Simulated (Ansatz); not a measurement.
Si2MoN4:
```yaml
crystal:
  lattice:
    - [2.88715, 0.00000, 0.00000]
    - [-1.44357, 2.50034, 0.00000]
    - [0.00000, 0.00000, 20.82811]
  atoms:
    - { symbol: Mo, position: [0.33333, 0.66667, 0.25000] }
    - { symbol: Mo, position: [0.66667, 0.33333, 0.75000] }
    - { symbol: N, position: [0.66667, 0.33333, 0.30967] }
    - { symbol: N, position: [0.33333, 0.66667, 0.80967] }
    - { symbol: N, position: [0.33333, 0.66667, 0.69033] }
    - { symbol: N, position: [0.66667, 0.33333, 0.19033] }
    - { symbol: Si, position: [0.66667, 0.33333, 0.39286] }
    - { symbol: Si, position: [0.33333, 0.66667, 0.89286] }
    - { symbol: Si, position: [0.33333, 0.66667, 0.60714] }
    - { symbol: Si, position: [0.66667, 0.33333, 0.10714] }
    - { symbol: N, position: [0.00000, 0.00000, 0.41660] }
    - { symbol: N, position: [0.00000, 0.00000, 0.91660] }
    - { symbol: N, position: [0.00000, 0.00000, 0.58340] }
    - { symbol: N, position: [0.00000, 0.00000, 0.08340] }
```

Relaxed with r²SCAN+D4. Special points in fractions of this cell's reciprocal vectors: Γ (0.000, 0.000, 0.000); M (0.500, 0.000, 0.000); K (0.333, 0.333, 0.000); A (0.000, 0.000, 0.500); L (0.500, 0.000, 0.500); H (0.333, 0.333, 0.500).

Problem. List the band energies nearest the valence-band maximum at these points for the program Ansatz at the r²SCAN+D4 with spin–orbit coupling level (PAW).

Solution. In eV from the valence-band maximum; about four levels below and three above (degenerate sets whole), none deeper than 8.9 eV; points with the same levels are listed once.

```
k                    below                above
-  -----------------------  -------------------
Γ    -0.11 -0.11 0.00 0.00  2.90 2.90 2.90 2.90
M  -1.13 -1.13 -1.08 -1.08  2.74 2.74 2.84 2.84
K  -0.48 -0.48 -0.34 -0.34  1.84 1.84 1.84 1.84
A  -0.05 -0.05 -0.05 -0.05  2.90 2.90 2.90 2.90
L  -1.10 -1.10 -1.10 -1.10  2.78 2.78 2.78 2.78
H  -0.48 -0.48 -0.35 -0.35  1.84 1.84 1.84 1.84
```

Space group P6_3/mmc. The start of the workflow was typed in or built on a structure type; neither database checked (COD, Materials Project) lists it. Its standing as an ambient phase is unchecked. Symmetry was held in the r²SCAN+D4 relaxation; its stability against distortions is not shown here. The workflow began spin-polarised and lost its moments.

Potentials: the earlier of the program's two PAW sets.
